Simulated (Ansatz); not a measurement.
## Fields on a plane of BP (zinc blende)

```yaml
crystal:
  lattice:
    - [0.00000, 2.27424, 2.27424]
    - [2.27424, 0.00000, 2.27424]
    - [2.27424, 2.27424, 0.00000]
  atoms:
    - { symbol: P, position: [0.75000, 0.75000, 0.75000] }
    - { symbol: B, position: [0.00000, 0.00000, 0.00000] }
```

The slice is a {100} plane (indices of the conventional cell) through the point (0.750, 0.750, 0.750) (fractional), spanned by u = [100] and v = [0 1 -1] in vectors of this cell: u (3.22 Å) and v (3.22 Å, at 90° to u). It covers one period; positions are fractions (u, v).

Atoms on it: P at (0.00, 0.00).

Calculation: PBE (plane waves to 420 eV, PAW, scalar-relativistic; Ansatz, a first-principles code). k mesh 12×12×12. Inside the PAW spheres the values are not all-electron values, and peaks at nuclei hang on which shells count as valence. BP was relaxed with its symmetry unable to fall.

```tsv
v \ u	0.00	0.12	0.25	0.38	0.50	0.62	0.75	0.88
0.88	0.110	0.150	0.134	0.073	0.050	0.073	0.134	0.150
0.75	0.165	0.134	0.075	0.036	0.023	0.036	0.075	0.134
0.62	0.096	0.073	0.036	0.015	0.009	0.015	0.036	0.073
0.50	0.066	0.050	0.023	0.009	0.005	0.009	0.023	0.050
0.38	0.096	0.073	0.036	0.015	0.009	0.015	0.036	0.073
0.25	0.165	0.134	0.075	0.036	0.023	0.036	0.075	0.134
0.12	0.110	0.150	0.134	0.073	0.050	0.073	0.134	0.150
0.00	0.000	0.110	0.165	0.096	0.066	0.096	0.165	0.110
```

Values: density of the highest valence band (whole band, smooth part) in e/Å³. 

```tsv
v \ u	0.00	0.12	0.25	0.38	0.50	0.62	0.75	0.88
0.88	0.10	0.43	0.75	0.58	0.34	0.58	0.75	0.43
0.75	0.82	0.75	0.55	0.26	0.13	0.26	0.55	0.75
0.62	0.70	0.58	0.26	0.07	0.03	0.07	0.26	0.58
0.50	0.44	0.34	0.13	0.03	0.01	0.03	0.13	0.34
0.38	0.70	0.58	0.26	0.07	0.03	0.07	0.26	0.58
0.25	0.82	0.75	0.55	0.26	0.13	0.26	0.55	0.75
0.12	0.10	0.43	0.75	0.58	0.34	0.58	0.75	0.43
0.00	x	0.10	0.82	0.70	0.44	0.70	0.82	0.10
```

Values: electron localisation function (ELF). Points within 0.4 Å of a nucleus are blanked (x), as the pseudised field means little there.
